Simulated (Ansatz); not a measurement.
TaC (rock salt)

```
CELL_PARAMETERS angstrom
      0.00000     2.23793     2.23793
      2.23793     0.00000     2.23793
      2.23793     2.23793     0.00000
ATOMIC_POSITIONS crystal
  C  0.00000 0.00000 0.00000
  Ta 0.50000 0.50000 0.50000
```

The relaxed cell is deformed in two ways at once: its volume V is scaled, and at that volume it is stretched along z (the c axis of the conventional cell) so that c/a changes. Fractional atomic positions are held.

Calculation: PBE (plane waves to 420 eV, PAW, scalar-relativistic; Ansatz, an electronic-structure program). k mesh 18×18×18 (Γ-centred), Fermi-Dirac smearing 0.05 eV. The energy includes the smearing's −TS. With partly filled bands, the response to shear is sensitive to the k mesh, so small differences along c/a are uncertain. Spin-orbit coupling is left out, though Ta is heavy. TaC is run without spin polarisation. TaC was relaxed with its symmetry unable to fall. ΔE is measured from the relaxed starting cell.

```
ΔE (eV/atom)          V/V₀ = 0.920  V/V₀ = 0.947  V/V₀ = 0.973  V/V₀ = 1.000  V/V₀ = 1.027  V/V₀ = 1.053  V/V₀ = 1.080
--------------------  ------------  ------------  ------------  ------------  ------------  ------------  ------------
(c/a)/(c/a)₀ = 0.960         0.114           [?]         0.033         0.023         0.028         0.048         0.080
(c/a)/(c/a)₀ = 0.973         0.096           [?]           [?]         0.010         0.016         0.037         0.071
(c/a)/(c/a)₀ = 0.987         0.087         0.038         0.011         0.002         0.010         0.031         0.065
(c/a)/(c/a)₀ = 1.000         0.084         0.035         0.008         0.000         0.008         0.029           [?]
(c/a)/(c/a)₀ = 1.013         0.087         0.038         0.011         0.002         0.010         0.031         0.065
(c/a)/(c/a)₀ = 1.027         0.096           [?]         0.018         0.009         0.016         0.037         0.070
(c/a)/(c/a)₀ = 1.040           [?]         0.060         0.031           [?]         0.026           [?]         0.078
```

Task: Some entries are withheld; supply them.

Result: 
- (c/a)/(c/a)₀ = 0.960, V/V₀ = 0.947: 0.063
- (c/a)/(c/a)₀ = 0.973, V/V₀ = 0.947: 0.047
- (c/a)/(c/a)₀ = 0.973, V/V₀ = 0.973: 0.019
- (c/a)/(c/a)₀ = 1.000, V/V₀ = 1.080: 0.063
- (c/a)/(c/a)₀ = 1.027, V/V₀ = 0.947: 0.046
- (c/a)/(c/a)₀ = 1.040, V/V₀ = 0.920: 0.110
- (c/a)/(c/a)₀ = 1.040, V/V₀ = 1.000: 0.020
- (c/a)/(c/a)₀ = 1.040, V/V₀ = 1.053: 0.046

(Under strain, the slope of the energy per volume gives the stress and its curvature an elastic modulus.)
